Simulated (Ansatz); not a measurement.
## Property card for Ru

Ru:
```xyz
1
Lattice="-1.6136 1.6136 1.3601 1.6136 -1.6136 1.3601 1.6136 1.6136 -1.3601" Properties=species:S:1:pos:R:3 pbc="T T T"
Ru     0.0000     0.0000     0.0000
```
The run is spin-polarised; directions of the spins, atom by atom: ↑.

Space group I4/mmm (No. 139), body-centred tetragonal; conventional cell a = b = 3.227 Å, c = 2.720 Å, α = β = γ = 90.00°.

Method: r²SCAN (plane waves, PAW; program Ansatz). Structure relaxed to zero pressure with the same functional. Other levels are named where they apply.

**Cell and energy**

* **Volume per atom**: 14.17 Å³
* **Density**: 11.85 g/cm³

**Electronic structure**

- Electronic character = metallic (no gap)
- Density of states at the Fermi level = 0.98 states/eV per atom (mean over ±0.08 eV)

**Magnetism**

- Magnetic order = ferromagnetic
- Net moment = 0.85 μB per atom

**Mechanics**

* **Bulk modulus (Birch–Murnaghan fit)**: 278 GPa
* **Pressure derivative B′**: 5.1

The start of the workflow was typed in or built on a structure type; neither database checked (COD, Materials Project) lists it. It is not the phase usual at ambient conditions (space group No. 194). The cell was relaxed with r²SCAN under the symmetry of its start; whether a distortion lowers the energy is not shown. Magnetic state: ferromagnetic, chosen from 4 collinear starts compared on coarse meshes (ties went to the first, and starts can fall back to one state), not a proven ground state. Other orbital occupations within this spin state were not tried. Axis ratios of metals converge slowly with the k-mesh, so a and c are less sure than the volume. Spin–orbit coupling is left out wherever it is not named.

Potentials: the later of the program's two PAW sets.
